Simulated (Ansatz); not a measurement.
# What DFT gives for Bi$_{4}$Se$_{3}$

```xyz
7
Lattice="4.2687 -0.0073 -0.0070 -2.1407 3.7306 0.0094 -2.1583 1.2673 13.3839" Properties=species:S:1:pos:R:3 pbc="T T T"
Bi   -2.0950    3.6355    5.9905
Bi    2.3977    1.3859    7.8056
Bi   -2.0718    4.0020   11.3981
Bi    2.0469    1.3694    1.7415
Se    0.1387    2.5871    3.5058
Se   -0.0729    2.1656   10.2904
Se   -0.3458    4.8345   13.2167
```

Method: r2SCAN, no spin polarisation; PAW, plane waves to 500 eV, 5×5×2 (shifted by 0, 0.5, 0.5 steps) mesh, fermi-dirac occupations (width 0.1 eV) (Ansatz 0.2.0), atoms fixed.

Give the Bader charges.

Bader charges in e: Bi +0.10 to +0.99, Se -0.81 to -0.70. In the mean Bi gives up most and Se takes most.

Is it stable against the elements?

0.09 eV an atom against the elements' usual phases (free molecules for gases, crystals otherwise, with no correction for O₂ or N₂), so at this geometry it isn't bound against them. Relaxing would lower it.

Metal or insulator?

It is a metal, with about 0.61 states/eV a cell as the mean within 0.25 eV of the Fermi level, mostly Bi p (75 %) and Se p (15 %).

Is the cell too large or too small?

The pressure is 7.0 GPa (compression positive), so with the atoms held at these fractions the cell would first expand; the forces are large, so a full relaxation may end otherwise. The principal stresses 1.3, 2.1, 17.5 GPa differ, so its shape would change too.

What do density and ELF say about some of the short contacts?

Bi–Se at 2.19 Å: least valence density 0.97 e/Å³ and ELF 0.49 there. Bi–Bi at 2.90 Å: least valence density 0.38 e/Å³ and ELF 0.54 there. Both are smooth PAW fields, read partly inside the augmentation spheres.

Origin: a strained cell with displaced atoms, so it need not be a known compound. Caveats: the k mesh is coarse if the cell is a metal; atoms or cell far from equilibrium.
